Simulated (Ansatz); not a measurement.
A relaxation computed with Ansatz, from input to last step.

```yaml
crystal:
  lattice:
    - [3.7902239709, 0.0, 0.0]
    - [-1.8951119854, 3.2824302448, 0.0]
    - [0.0, 0.0, 6.394803791]
  atoms:
    - { symbol: Mn, position: [0.3333333333, 0.6666666667, 0.3881900922], spin: 2.18 }
    - { symbol: Mn, position: [0.6666666667, 0.3333333333, 0.6118099078], spin: 2.18 }
    - { symbol: Zn, position: [0.0, 0.0, 0.0] }
    - { symbol: As, position: [0.3333333333, 0.6666666667, 0.7573641709] }
    - { symbol: As, position: [0.6666666667, 0.3333333333, 0.2426358291] }
basis:
  ecutwfc: 420
kpoints:
  mp_grid: { grid: [12, 12, 6] }
hamiltonian:
  xc: pbesol
scf:
  occupations: { method: gaussian, width: 0.1 }
output:
  forces: true
  stress: true
  eigenvalues: true
  populations: true
  write_density: true
  write_potential: true
  elf: true
  volumetric_format: npy
magnetization:
  spin_polarized: true
relax:
  adjacent_minimum: "off"
  f_tol: 0.005
  max_steps: 80
  cell: { stress_tol: 0.05 }
```

```bash
ansatz run input.yaml --threads 1 --pin off --max-ram 2560MiB --backend cpu --events-out ev --progress --plain --runs-dir out
```

The calculation used Ansatz 0.2.0, DFT PBEsol, scalar-relativistic, plane waves, PAW.

Of 6 frames 5 are shown, positions in Å and forces in eV/Å; the SCF threshold varies from step to step. Steps run on the plane waves of an earlier cell, with a Pulay correction in the pressure. The basis is chosen afresh for the last frame, the zero of the energies, and at times for earlier ones too; energy and pressure step there, also at an unchanged geometry.

```xyz
5
Lattice="3.7902 0.0000 0.0000 -1.8951 3.2824 0.0000 0.0000 0.0000 6.3948" Properties=species:S:1:pos:R:3:forces:R:3 pbc="T T T" step=1 free_energy_over_end_meV_per_atom=0.19 pressure_GPa=0.08
Mn    0.0000    2.1883    2.4824    0.0000    0.0000   -0.0370
Mn    1.8951    1.0941    3.9124    0.0000    0.0000    0.0370
Zn    0.0000    0.0000    0.0000    0.0000    0.0000    0.0000
As    0.0000    2.1883    4.8432    0.0000    0.0000   -0.0053
As    1.8951    1.0941    1.5516    0.0000    0.0000    0.0053
5
Lattice="3.7935 0.0000 0.0000 -1.8967 3.2853 0.0000 0.0000 0.0000 6.3844" Properties=species:S:1:pos:R:3:forces:R:3 pbc="T T T" step=2 free_energy_over_end_meV_per_atom=0.13 pressure_GPa=0.04
Mn    0.0000    2.1902    2.4750    0.0000    0.0000   -0.0277
Mn    1.8967    1.0951    3.9093    0.0000    0.0000    0.0277
Zn    0.0000    0.0000    0.0000    0.0000    0.0000    0.0000
As    0.0000    2.1902    4.8360    0.0000    0.0000   -0.0158
As    1.8967    1.0951    1.5484    0.0000    0.0000    0.0158
5
Lattice="3.8061 0.0000 0.0000 -1.9031 3.2962 0.0000 0.0000 0.0000 6.3501" Properties=species:S:1:pos:R:3:forces:R:3 pbc="T T T" step=3 free_energy_over_end_meV_per_atom=0.01 pressure_GPa=-0.09
Mn    0.0000    2.1975    2.4492    0.0000    0.0000    0.0020
Mn    1.9031    1.0987    3.9010    0.0000    0.0000   -0.0020
Zn    0.0000    0.0000    0.0000    0.0000    0.0000    0.0000
As    0.0000    2.1975    4.8088    0.0000    0.0000   -0.0175
As    1.9031    1.0987    1.5413    0.0000    0.0000    0.0175
5
Lattice="3.8049 0.0000 0.0000 -1.9025 3.2952 0.0000 0.0000 0.0000 6.3523" Properties=species:S:1:pos:R:3:forces:R:3 pbc="T T T" step=4 free_energy_over_end_meV_per_atom=0.01 pressure_GPa=-0.04
Mn    0.0000    2.1968    2.4504    0.0000    0.0000    0.0018
Mn    1.9025    1.0984    3.9018    0.0000    0.0000   -0.0018
Zn    0.0000    0.0000    0.0000    0.0000    0.0000    0.0000
As    0.0000    2.1968    4.8094    0.0000    0.0000   -0.0069
As    1.9025    1.0984    1.5428    0.0000    0.0000    0.0069
5
Lattice="3.8047 0.0000 0.0000 -1.9024 3.2950 0.0000 0.0000 0.0000 6.3510" Properties=species:S:1:pos:R:3:forces:R:3 pbc="T T T" step=6 free_energy_over_end_meV_per_atom=0.00 pressure_GPa=0.00
Mn    0.0000    2.1967    2.4499    0.0000    0.0000   -0.0012
Mn    1.9024    1.0983    3.9012    0.0000    0.0000    0.0012
Zn    0.0000    0.0000    0.0000    0.0000    0.0000    0.0000
As    0.0000    2.1967    4.8080    0.0000    0.0000    0.0003
As    1.9024    1.0983    1.5430    0.0000    0.0000   -0.0003
```

The run took 6.7 min on 1 thread of Arm Neoverse V1 (shared host), peak memory 0.76 GiB.

Only parallel moments were tried here.